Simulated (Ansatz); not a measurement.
A frame of SiP from dynamics at 1850 K, with the forces (eV/Å) computed on a k mesh in the last three columns. The calculation used Ansatz 0.2.0, DFT PBE, scalar-relativistic, plane waves, PAW.

Settings: cutoff 420 eV, Γ-centred mesh 4×4×4 on the computed 16-atom cell, Fermi–Dirac smearing of 0.16 eV; no spin polarisation.

```xyz
16
Lattice="6.223 -0.011 -0.072 -0.011 5.916 -0.115 -0.072 -0.115 5.854" Properties=species:S:1:pos:R:3:forces:R:3 pbc="T T T"
Si    4.542    1.186    2.323    0.910    1.590    0.300
Si    0.721    2.546    2.574    0.700   -1.610    1.420
Si    2.209    5.716    0.073   -0.220    1.150    0.660
Si    2.231    4.542    2.260    0.580   -0.130    0.290
Si    5.643    1.164    5.479    0.190   -0.850   -1.360
Si    0.526    3.150    5.322    0.010    0.820    0.410
Si    5.965    4.387    1.791   -0.820    0.090   -0.550
Si    1.286    0.350    3.891   -1.890    0.900   -0.400
P     5.228    4.490    4.030    0.480   -0.040    0.010
P     3.971    2.702    4.765    0.710    1.340    0.230
P     0.581    0.470    1.475   -0.200    0.420    1.070
P     4.305    5.749    0.580    0.500   -0.930   -0.500
P     2.327    4.073    4.477   -0.030   -1.380   -1.420
P     3.434    0.798    4.117   -0.080   -1.020   -0.470
P     2.275    2.174    0.887   -1.880   -0.840   -0.360
P     4.011    3.208    1.342    1.050    0.490    0.660
```

Static pressure 26.5 GPa (no kinetic part), no gap on the mesh.

Counting as bonded all pairs within 1.2 times the summed covalent radii:

```tsv
atom → neighbour	mean count	mean length (Å)	spread (Å)
P → P	1.50	2.26	0.17
P → Si	3.25	2.33	0.14
Si → P	3.25	2.33	0.14
Si → Si	2.25	2.46	0.13
```

Angles between all pairs of such bonds at an atom (mean ± spread): 103 ± 28° at P, 102 ± 31° at Si.

Cost: 1 run of about 0.99 core-minutes, on Arm Neoverse V1 (shared hosts).